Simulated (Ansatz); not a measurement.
Os (bcc (W type), Im-3m) at seven volumes, PBEsol in the plane-wave PAW code Ansatz, scaled uniformly. One row is withheld.

```
V (Å³/atom)  P (GPa)
-----------  -------
13.061         45.20
13.492         27.50
13.923         12.57
14.353          0.00
14.784        -10.59
15.214             ?
15.645        -26.95
```

Problem. Fit the shown pressures and predict the withheld one.

Solution. Third-order Birch–Murnaghan: P = (3/2)B₀(x^(7/2) − x^(5/2))[1 + (3/4)(B′ − 4)(x − 1)] with x = (V₀/V)^(2/3). Least squares on the six rows gives V₀ = 14.354 Å³/atom, B₀ = 383.3 GPa, B′ = 4.71. At V = 15.214, x = 0.9620 and P = -19.45 GPa. The run itself gave -19.48 GPa.

The start of the workflow was typed in or built on a structure type; neither database checked (COD, Materials Project) lists it. It is not the phase usual at ambient conditions (space group No. 194). The PBEsol relaxation kept the symmetry of its start. At this level the phase is mechanically unstable. No spin polarisation was allowed. Scalar-relativistic: spin–orbit coupling is off unless named, which matters more the heavier the elements.

Potentials: the later of the program's two PAW sets.
